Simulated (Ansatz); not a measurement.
An element in the fcc structure gives these cold pressures by all-electron LAPW under LDA (Ansatz 0.2.0, scalar-relativistic, no spin polarisation).

```json
{"V (Å³/atom)": "14.17", "P (GPa)": "-0.02"}
{"V (Å³/atom)": "13.32", "P (GPa)": "16.51"}
{"V (Å³/atom)": "12.47", "P (GPa)": "40.6"}
{"V (Å³/atom)": "11.34", "P (GPa)": "91.1"}
{"V (Å³/atom)": "10.20", "P (GPa)": "175.7"}
{"V (Å³/atom)": "9.07", "P (GPa)": "320.8"}
{"V (Å³/atom)": "7.79", "P (GPa)": "622.4"}
{"V (Å³/atom)": "6.38", "P (GPa)": "1335"}
```

Problem. Which element is it?

Solution. Pd. Its zero-pressure volume in this structure is near 14.2 Å³/atom; the volume and the steepness of P(V) together point to it, though neighbours can come close. This is the case that was computed; others weren't tested.
